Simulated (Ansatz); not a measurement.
Problem. Monolayer HfS$_{2}$ (1T, P-3m1 in the vacuum cell, 3 atoms) is relaxed with PBE in the plane-wave PAW code Ansatz. What in-plane lattice and thickness result?

Solution. a = 3.651 Å; 2.89 Å between the outermost nuclei.

Band gap: 1.31 eV (indirect). Valence-band maximum: at Γ. Conduction-band minimum: at M. Electron affinity (Kohn–Sham): 5.10 eV. Electron effective mass, in the valley at M: 0.24 along x, 2.4 along y (mₑ). Hole effective mass, in the valley at Γ: band 1: 0.46 mₑ; band 2: 0.18 mₑ. Electron effective mass with spin–orbit coupling, in the valley at M: 0.24 along x, 2.4 along y (mₑ). Hole effective mass with spin–orbit coupling, in the valley at Γ: 0.25 mₑ. Gap with spin–orbit coupling: 1.24 eV.

A layer that has been made, often on a substrate. Symmetry was held in the PBE relaxation; whether a distortion lowers the energy is not shown. The run is not spin-polarised. Spin–orbit coupling is left out wherever it is not named.

Potentials: the later of the program's two PAW sets.
